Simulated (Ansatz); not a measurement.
Sc: computed property card

Sc:
```
Sc
1.0
    0.00000     2.27611     2.27611
    2.27611     0.00000     2.27611
    2.27611     2.27611     0.00000
Sc
1
Direct
  0.00000   0.00000   0.00000
```

Space group Fm-3m (No. 225), fcc (Cu type); conventional cell a = b = c = 4.5522 Å, α = β = γ = 90.00°.

Method: PBEsol in the plane-wave PAW code Ansatz. The cell and atoms are relaxed at this level. Other levels are named where they apply.

### Cell and energy

| Quantity | Value |
|---|---|
| Volume per atom | 23.58 Å³ |
| Density | 3.17 g/cm³ |

### Electronic structure

| Property | Value |
|---|---|
| Electronic character | metallic (no gap) |
| Density of states at the Fermi level | 1.9 states/eV per atom (mean over ±0.08 eV) |

### Mechanics

| Property | Value |
|---|---|
| Bulk modulus (Birch–Murnaghan fit) | 538 kbar |
| Pressure derivative B′ | 3.2 |
| Elastic constants (relaxed ions, GPa) | C11 = 72.7, C12 = 44.8, C44 = 35.9 |
| Mechanical stability | stable (all eigenvalues of C positive) |
| Hill bulk and shear moduli | 54.1 and 24.6 GPa |
| Young's modulus | 64.0 GPa |
| Poisson's ratio | 0.30 |
| Debye temperature from the elastic constants | 323 K |

The workflow started from an entry of the Crystallography Open Database (COD), which files this formula under 2 space groups. It is not the phase usual at ambient conditions (space group No. 194). The cell was relaxed with PBEsol under the symmetry of its start; its stability against distortions is not shown here. No spin polarisation was allowed. As this level gives no gap, shear constants depend on the k-mesh and smearing (Fermi–Dirac, 0.1 eV here).

Potentials: the later of the program's two PAW sets.
